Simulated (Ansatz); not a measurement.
## P: frozen-core PAW against all-electron methods

```yaml
crystal:
  lattice:
    - [1.64774, -5.46504, 0.00000]
    - [1.64774, 5.46504, 0.00000]
    - [0.00000, 0.00000, 4.54364]
  atoms:
    - { symbol: P, position: [0.40414, 0.59586, 0.91118] }
    - { symbol: P, position: [0.59586, 0.40414, 0.08882] }
    - { symbol: P, position: [0.09586, 0.90414, 0.41118] }
    - { symbol: P, position: [0.90414, 0.09586, 0.58882] }
```

Atom numbers follow the list: P1, P2, P3, P4.

The cell is the one relaxed in the Materials Project (mp-157), not relaxed further here; entries there can be hypothetical.

Levels of theory: DFT, LDA, PAW with Ansatz's default frozen-core files, scalar-relativistic (Ansatz 0.2.0); DFT, LDA, all-electron PAW with datasets made for the crystal, scalar-relativistic (Ansatz 0.2.0); DFT, LDA, all-electron LAPW, scalar-relativistic (Ansatz 0.2.0).

For PAW: a Γ-centred 13×13×9 k mesh, Fermi–Dirac smearing of 0.03 eV, cutoff 420 eV, no spin polarisation; the PAW files were made with PBE, and the program remakes their frozen cores for this functional. The crystal-made all-electron datasets (AE datasets) take a cutoff of 240 eV at this cell. LAPW targets a basis error of 1 meV/atom. The Ansatz runs share mesh, smearing and spin set-up. Plane-wave (PAW) pressures include the program's estimate of the Pulay term.

Stress and pressure are positive in compression.

Levels count from the Fermi level.

| quantity | PAW | AE datasets | LAPW |
| --- | --- | --- | --- |
| pressure (GPa) | -2.10 | -2.06 | -2.06 |
| stress xx (GPa) | ? | -2.74 | -2.74 |
| stress yy (GPa) | -1.51 | -1.52 | -1.51 |
| stress zz (GPa) | -1.96 | -1.93 | -1.93 |
| force on P1, z (eV/Å) | 0.183 | 0.185 | 0.185 |
| highest filled level at T (eV) | -2.030 | -2.026 | -2.026 |
| lowest empty level at T (eV) | 1.270 | 1.278 | 1.278 |
| highest filled level at Y (eV) | -0.019 | -0.017 | -0.017 |
| lowest empty level at Y (eV) | 0.003 | 0.002 | 0.002 |
| highest filled level at Z (eV) | -1.699 | -1.697 | -1.697 |
| lowest empty level at Z (eV) | 1.291 | 1.300 | 1.299 |

(1) Give the missing entry: row "stress xx (GPa)", column "PAW".

Answers

(1) -2.82.
